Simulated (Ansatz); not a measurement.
Data:

AlN:
```cif
data_Al4N4
_chemical_formula_sum 'Al4 N4'
_space_group_name_H-M_alt 'Fm-3m'
_space_group_IT_number 225
_space_group_name_Hall '-F 4 2 3'
_cell_length_a 4.02491
_cell_length_b 4.02491
_cell_length_c 4.02491
_cell_angle_alpha 90.000
_cell_angle_beta 90.000
_cell_angle_gamma 90.000
loop_
_atom_site_label
_atom_site_type_symbol
_atom_site_symmetry_multiplicity
_atom_site_Wyckoff_symbol
_atom_site_fract_x
_atom_site_fract_y
_atom_site_fract_z
_atom_site_occupancy
Al1 Al 4 b 0.50000 0.50000 0.50000 1
N1 N 4 a 0.00000 0.00000 0.00000 1
```
(The calculation used a cell of 2 atoms; values per cell refer to that cell.)

This is the r²SCAN+D4-relaxed structure.

**Question.** All from r²SCAN+D4 in the plane-wave PAW code Ansatz, unless another level is named. Give the Debye temperature from the elastic constants.

**Answer.** 1250 K.

**Question.** And the elastic constants (relaxed ions, GPa)?

**Answer.** C11 = 484, C12 = 180, C44 = 344.

This is a known high-pressure phase of the composition, computed here at zero pressure and temperature. The cell was relaxed with r²SCAN+D4 under the symmetry of its start; its stability against distortions is not shown here. The volume moved by -38 % from the start of the relaxation.

Potentials: the earlier of the program's two PAW sets.
